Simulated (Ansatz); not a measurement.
Sc (hcp (Mg type)), relaxed with PBE+D3(BJ) (Ansatz, a first-principles code, plane waves, PAW): a = 3.2684 Å, b = 3.2684 Å, c = 5.0710 Å, α = 90.00°, β = 90.00°, γ = 120.00°.

Question: The same phase is relaxed and computed with PBE in the same code. What is the cell now?

Answer: a = b = 3.319 Å, c = 5.163 Å, α = β = 90.00°, γ = 120.00°.

All cells were relaxed under the symmetry of their starts (and spin orders); stability against distortions was not tested throughout. Rows with no word on spin ran without spin polarisation.

Potentials: the later of the program's two PAW sets.

Ansatz is a plane-wave DFT program.
